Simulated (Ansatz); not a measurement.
**Two states of CrBrO**

```
CELL_PARAMETERS angstrom
3.91986 0.00000 0.00000
0.00000 3.27957 0.00000
0.00000 0.00000 8.48305
ATOMIC_POSITIONS crystal
Cr 0.25000 0.25000 0.10200
Cr 0.75000 0.75000 0.89800
O 0.25000 0.75000 0.96500
O 0.75000 0.25000 0.03500
Br 0.25000 0.75000 0.32000
Br 0.75000 0.25000 0.68000
```

Method: r2SCAN; PAW, plane waves to 500 eV, 5×6×3 Γ-centred mesh, fermi-dirac occupations (width 0.116 eV) (Ansatz 0.2.0), atoms fixed.

State A: Cr1 up, Cr2 down (collinear spin). State B: Cr1 up, Cr2 up (collinear spin).

**Question.** Compare the two self-consistent states.

**Answer.** State B is lower by 4.2 meV an atom at zero smearing.

| state | free energy (meV/atom) | largest moment in a small sphere (μB) | net moment (μB/cell) | gap on mesh (eV) | pressure (GPa) | largest force (eV/Å) |
| --- | --- | --- | --- | --- | --- | --- |
| A | 4.2 | 2.46 | 0.00 | 1.69 | -1.1 | 1.01 |
| B | 0.0 | 2.48 | 6.00 | 1.12 | -1.0 | 1.00 |

Origin: a database entry at a rescaled volume. Caveats: an odd or shifted mesh can miss the band edges, so this level's true gap may be smaller.
